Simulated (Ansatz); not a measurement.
AlCo3B (anti-perovskite, space group No. 221) at seven volumes, the program Ansatz at the PBE level (PAW), scaled uniformly. One row is withheld.

```
V (Å³/atom)  P (GPa)
-----------  -------
9.706          23.37
10.026         14.27
10.346             ?
10.666         -0.03
10.986         -5.61
11.306        -10.35
11.626        -14.39
```

### Question
Fit the shown pressures and predict the withheld one.

### Answer
Third-order Birch–Murnaghan: P = (3/2)B₀(x^(7/2) − x^(5/2))[1 + (3/4)(B′ − 4)(x − 1)] with x = (V₀/V)^(2/3). Least squares on the six rows gives V₀ = 10.665 Å³/atom, B₀ = 201.5 GPa, B′ = 4.41. At V = 10.346, x = 1.0205 and P = 6.54 GPa. The run itself gave 6.54 GPa.

Space group Pm-3m (anti-perovskite). The start of the workflow was typed in or built on a structure type; neither database checked (COD, Materials Project) lists it. Whether it is the stable phase at ambient conditions was not checked. The cell was relaxed with PBE under the symmetry of its start; whether a distortion lowers the energy is not shown. Spin order of the final state: ferromagnetic, the only order run, not a proven ground state.

Potentials: the later of the program's two PAW sets.
